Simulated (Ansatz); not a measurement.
AlP (zinc blende, space group No. 216), plane-wave PAW LDA (Ansatz code). The conduction-band minimum lies at X, with 3 equivalent valleys. Second derivatives d²E/dk² of the lowest band at one valley (eV·Å²), along Cartesian directions:

| direction | d²E/dk² |
|---|---|
| [100] | 9.865 |
| [010] | 31.58 |
| [001] | 31.58 |
| [110] | 20.72 |
| [101] | 20.72 |
| [011] | 31.49 |

Q: Find the principal effective masses, the density-of-states mass and the conductivity mass.

A: Off-diagonal terms follow from H_xy = H[110] − (H_xx + H_yy)/2, and m*/mₑ = 7.620 eV·Å² over each eigenvalue: 0.24, 0.24, 0.77. One valley's DOS mass (m₁m₂m₃)^(1/3) = 0.36, conductivity mass 3/(Σ 1/mᵢ) = 0.31 mₑ.

Q: What effective density of states Nc follows at 300 K for parabolic valleys?

A: Nc = 2.509e19 × 3 × (0.36)^(3/2) ≈ 1.6e19 cm⁻³.

Q: With the computed static dielectric constant 10.5 (mean of the diagonal), estimate a hydrogenic donor's binding energy and radius.

A: E = 13.606 eV × 0.31/10.5² ≈ 38 meV; a = 0.529 Å × ε/m* ≈ 18 Å. Semilocal masses tend to be too small when the gap is underestimated.

Q: With ε∞ = 8.33 and ω_LO = 494 cm⁻¹, what Fröhlich coupling constant follows?

A: α = (1/ε∞ − 1/ε0) √(m* × 13.606 eV/ħω_LO) = 0.21.

Space group F-43m (zinc blende). The LDA relaxation kept the symmetry of its start.

Potentials: the earlier of the program's two PAW sets. The files were generated under PBE; for other functionals the program regenerates the frozen cores, and for LDA and PBEsol the local potential too.
